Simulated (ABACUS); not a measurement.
Worked example: self-consistent single point of ZnS (P2_1, 8 atoms in the cell; from Materials Project mp-10281, changed as shown) in ABACUS.

All values come from this method and carry its errors: PBE, numerical atomic orbitals DZP (confined pseudo-atomic orbitals with Gaussian additions; energy shift 0.003 Ry), PseudoDojo 0.5 standard norm-conserving PBE (tails mended) pseudopotentials (ABACUS).

The change in words: lattice vector a scaled by 0.99. Reference geometry (P6_3mc):
```
ZnS
1.0
    3.80895     0.00000     0.00000
   -1.90447     3.29865     0.00000
    0.00000     0.00000    12.45260
Zn S
4 4
Direct
  0.66667   0.33333   0.74993
  0.33333   0.66667   0.24993
  0.00000   0.00000   0.50000
  0.00000   0.00000   0.00000
  0.66667   0.33333   0.93773
  0.33333   0.66667   0.43773
  0.00000   0.00000   0.68734
  0.00000   0.00000   0.18734
```

Reference input (self-consistent single point, DFT, PBE, numerical atomic orbitals DZP (confined pseudo-atomic orbitals with Gaussian additions; energy shift 0.003 Ry), PseudoDojo 0.5 standard norm-conserving PBE (tails mended) pseudopotentials): basis = DZP numerical atomic orbitals, energy shift 0.003 Ry; KPT = Gamma 12 12 2 0 0 0; basis_type = lcao; dft_functional = PBE; ecutwfc = 100 Ry; smearing_method = fixed; potentials = PseudoDojo 0.5 standard norm-conserving PBE (tails mended); symmetry = 1; ks_solver = scalapack_gvx; scf_nmax = 100; scf_thr = 1.0e-06; mixing_type = broyden. This run's input differs from it in these lines:

```diff
@@ -33,3 +33,3 @@
 LATTICE_VECTORS
-   3.8089500000    0.0000000000    0.0000000000
+   3.7708600000    0.0000000000    0.0000000000
   -1.9044750000    3.2986470000    0.0000000000
@@ -43,4 +43,4 @@
 4
-   1.9044769045    1.0995479005    9.3385783180 1 1 1
-  -0.0000019045    2.1990990995    3.1122783180 1 1 1
+   1.8790835584    1.0995479005    9.3385783180 1 1 1
+  -0.0126985584    2.1990990995    3.1122783180 1 1 1
    0.0000000000    0.0000000000    6.2263000000 1 1 1
@@ -51,4 +51,4 @@
 4
-   1.9044769045    1.0995479005   11.6771765980 1 1 1
-  -0.0000019045    2.1990990995    5.4508765980 1 1 1
+   1.8790835584    1.0995479005   11.6771765980 1 1 1
+  -0.0126985584    2.1990990995    5.4508765980 1 1 1
    0.0000000000    0.0000000000    8.5591700840 1 1 1
```

Log, with long lists cut:

```
 SELF-CONSISTENT
 -------------------------------------------

                  longest orb rcut (Bohr) = 7.7
   longest nonlocal projector rcut (Bohr) = 1.9
                     search radius (Bohr) = 19.2

                          real space grid = [ 45, 45, 150 ]
                                 init_chg = atomic

 LCAO ALGORITHM --------------- ION=   1  ELEC=   1--------------------------------

 Density error is 0.0451867799538
 E_KohnSham     -1760.5934168305     -23954.1023301844
 E_Fermi        0.5224394587         7.1081534980

 LCAO ALGORITHM --------------- ION=   1  ELEC=   2--------------------------------

   [... lines left out ...]

   [... 4 blocks of this kind left out ...]

 LCAO ALGORITHM --------------- ION=   1  ELEC=   7--------------------------------

 Density error is 3.45716418322e-06
 E_KohnSham     -1760.7221635649     -23955.8540193701
 E_Fermi        0.5586420697         7.6007152902

 LCAO ALGORITHM --------------- ION=   1  ELEC=   8--------------------------------

 Density error is 6.85741240319e-07
 E_KohnSham     -1760.7221635651     -23955.8540193736
 E_KS(sigma->0) -1760.7221635651     -23955.8540193736
 E_entropy(-TS) 0.0000000000         0.0000000000
 E_Fermi        0.5586439889         7.6007414030
 charge density convergence is achieved
 final etot is -23955.854019 eV
 EFERMI = 7.600741403 eV

 STATE ENERGY(eV) AND OCCUPATIONS    NSPIN == 1
   [... 60 lines left out ...]

 TOTAL-FORCE (eV/Angstrom)
                       Zn1         0.0388748293         0.0649677755         0.0719732045
                       Zn2        -0.0388748293        -0.0649677755         0.0719732045
                       Zn3         0.0407331470         0.0684670627         0.0621816145
                       Zn4        -0.0407331470        -0.0684670627         0.0621816145
                        S1         0.0490664337         0.0831738117        -0.0716307659
                        S2        -0.0490664337        -0.0831738117        -0.0716307659
                        S3        -0.0404807365        -0.0681431561        -0.0625240531
   [... lines left out ...]

 TOTAL-STRESS (KBAR)
        50.2568632895         3.5473091349         0.0000000000
         3.5473091349        38.2172135739         0.0000000000
         0.0000000000         0.0000000000        37.6576164052
 TOTAL-PRESSURE: 42.043898 KBAR

 --------------------------------------------
 !FINAL_ETOT_IS -23955.8540193735607318 eV
 --------------------------------------------
```

The run converged in 8 iterations. Against the reference run the free energy goes up by 5.2 meV/atom, the pressure goes from 3.34 to 4.20 GPa and the gap on the mesh goes from 2.303 to 2.321 eV.

The atom-centred basis is finite, which shifts total energies, pressures, gaps and forces against plane waves. The structure comes from a collection of computed structures, made at another level of theory; the collection holds predicted forms beside known ones.

Cost on one core: around 40 core-seconds (rough).

The atomic orbitals were generated for these runs; they are not ABACUS's published sets and were checked against plane waves on a few crystals only.

“Tails mended”: in these copies of the files the far tail of each local potential was reset to the Coulomb form.
